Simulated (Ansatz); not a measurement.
In the program Ansatz at the PBEsol level (PAW), AlIr in the orthorhombic phase (Cmcm; Al on 4c, Ir on 4c) relaxes to a = 2.854 Å, b = 9.612 Å, c = 4.202 Å. Against the elements it lies at -0.53 eV/atom, with no fitted shifts.

Electronic character: metallic (no gap).

An equation-of-state fit gives a bulk modulus of 208 GPa.

The start of the workflow was typed in or built on a structure type; neither database checked (COD, Materials Project) lists it. Whether it is the stable phase at ambient conditions was not checked. The PBEsol relaxation kept the symmetry of its start; its stability against distortions is not shown here. No spin polarisation was allowed. Axis ratios of metals converge slowly with the k-mesh, so a and c are less sure than the volume. The references are the lowest solids computed at this level, not always the standard phases. Scalar-relativistic: spin–orbit coupling is off unless named, which matters more the heavier the elements.

Potentials: the earlier of the program's two PAW sets. The files were generated under PBE; for other functionals the program regenerates the frozen cores, and for LDA and PBEsol the local potential too.
